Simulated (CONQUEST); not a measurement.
Consider a self-consistent single point of TiO2 (P4_2/mnm, 6 atoms in the cell; from Materials Project mp-2657, changed as shown).

```xyz
6
Lattice="4.5078 0.0000 0.0000 0.0000 4.5078 0.0000 0.0000 0.0000 2.9000" Properties=species:S:1:pos:R:3 pbc="T T T"
Ti     2.2539     2.2539     0.0000
Ti     0.0000     0.0000     1.4500
O      3.1360     3.1360     1.4500
O      1.3718     1.3718     1.4500
O      3.6257     0.8821     0.0000
O      0.8821     3.6257     0.0000
```

All values come from this method and carry its errors: LDA (PW92), numerical atomic orbitals double-zeta with polarisation (the shipped basis), PseudoDojo norm-conserving potentials made for LDA (CONQUEST).

CONQUEST settings:

- basis: DZP
- Diag.MPMeshX, Y, Z: 4 4 6
- potentials: PseudoDojo norm-conserving LDA
- Grid.GridCutoff: 140 Ha
- DM.SolutionMethod: diagon
- Diag.kT: 0.000367 Ha
- Diag.GammaCentred: true
- minE.SCTolerance: 1.0e-07
- SC.MaxIters: 100
- SC.LinearMixingFactor: 0.3
- AtomMove.TypeOfRun: static

Results:

```
Property                                                  Value
------------------------------------------------  -------------
Number of valence electrons                                  48
Number of bands                                              90
Number of k-points after the program's reduction             74
Size of the basis                                            90
Number of SCF iterations                                     10
FFT grid                                           48 × 48 × 32
Free energy E − TS                                -5035.1508 eV
Top of the valence band (on the code's own zero)       -8.96 eV
Gap on the k-point mesh                                 1.80 eV
Pressure                                               9.70 GPa
Largest force (vector length)                        0.196 eV/Å
```

Forces (eV/Å):
| atom | Fx | Fy | Fz |
|---|---|---|---|
| Ti1 | 0.000 | 0.000 | 0.000 |
| Ti2 | 0.000 | 0.000 | 0.000 |
| O3 | 0.139 | 0.139 | 0.000 |
| O4 | -0.139 | -0.139 | 0.000 |
| O5 | -0.139 | 0.139 | 0.000 |
| O6 | 0.139 | -0.139 | 0.000 |

Stress (GPa, positive for compression):
```
 8.77   0.00   0.00
 0.00   8.77   0.00
 0.00   0.00  11.56
```

Gaps are taken between levels on the mesh.

For comparison: a first run was changed to give this one (lattice scaled by 0.98), and from it to this one the free energy rises by 4.2 meV/atom, the pressure goes from -6.62 to 9.70 GPa, the largest force goes from 0.128 to 0.196 eV/Å and the gap on the mesh goes from 1.661 to 1.801 eV.

The program uses no crystal symmetry, so grid and mesh can part values that symmetry would make equal. The atom-centred basis is finite, which shifts total energies, pressures, gaps and forces against plane waves. The structure comes from a collection of computed structures, made at another level of theory; the collection holds predicted forms beside known ones.

Cost on one core: around 90 core-seconds (rough).
